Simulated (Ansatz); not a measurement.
# InAs, first-principles data

InAs:
```
CELL_PARAMETERS angstrom
      4.31044     0.00000     0.00000
     -2.15522     3.73295     0.00000
      0.00000     0.00000     7.08282
ATOMIC_POSITIONS crystal
  In 0.66667 0.33333 0.50055
  In 0.33333 0.66667 0.00055
  As 0.66667 0.33333 0.87495
  As 0.33333 0.66667 0.37495
```

Space group P6_3mc (No. 186), wurtzite; conventional cell a = b = 4.310 Å, c = 7.083 Å, α = β = 90.00°, γ = 120.00°.

Method: plane-wave PAW r²SCAN (Ansatz code). Geometry: relaxed at this level of theory. Other levels are named where they apply.

### Cell and energy

```json
{
  "volume_per_atom": "28.49 Å³",
  "density": "5.53 g/cm³"
}
```

### Electronic structure

```json
{
  "band_gap": "0.14 eV (direct)",
  "valence_band_maximum": "at Γ",
  "conduction_band_minimum": "at Γ",
  "electron_effective_mass": "0.011, 0.011, 0.015 mₑ (principal values)",
  "Hole effective mass, band 1 of 2 at the edge": "0.96 along x, 0.93 along z (mₑ)",
  "Hole effective mass, band 2 of 2 at the edge": "0.011 along x, 0.93 along z (mₑ)",
  "HSE06 gap on the r²SCAN cell": "0.40 eV",
  "Gap with spin–orbit coupling": "0.04 eV"
}
```

### Mechanics

```json
{
 "Bulk modulus (Birch–Murnaghan fit)": "56.9 GPa",
 "Pressure derivative B′": "4.7"
}
```

### Charges

```json
{
  "bader_charges": "In +0.85, As -0.85 e"
}
```

The first step of the workflow began from a Materials Project structure, measured or hypothetical; the Crystallography Open Database copy checked does not list it. It is not the phase usual at ambient conditions (space group No. 216). The r²SCAN relaxation kept the symmetry of its start; whether a distortion lowers the energy is not shown. Spin–orbit coupling is left out wherever it is not named.

Potentials: the later of the program's two PAW sets.
